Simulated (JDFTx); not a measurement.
Reference run:

System: W(110) (Im-3m bulk; lattice of mp-91, not re-optimised at this level), 1x1 cell of 4 atoms in 4 planes, area 7.11 Å² a face, 6.7 Å between the outermost planes in a cell 22.7 Å high; k mesh 10×10×1, Fermi width 0.01 Ha, no spin polarisation.

Reference level: PBE, GBRV ultrasoft potentials, plane waves to 20/100 Ha, in JDFTx (a modified build). Unrelaxed; liquid: CANDLE, water, 1 M NaF. Potentials refer to SHE, placed 4.44 V below the bulk liquid's zero by convention.

| Fermi smearing width | work function (eV) | U_pzc (V) | k states × plane waves | cycles, vacuum run | rough core time, vacuum run |
|---|---|---|---|---|---|
| 0.01 Ha | 4.92 | 0.10 | 31 × 4650 | 20 | 5 min |
| 0.005 Ha | 4.93 | 0.12 | 31 × 4650 | 20 | 5 min |
| 0.003 Ha | 4.95 | 0.14 | 31 × 4650 | 20 | 5 min |

The work function stays within 0.03 eV over all these settings; capacitances repeat to about ±0.2 μF/cm². Core times come from shared machines and are rough, one run each.
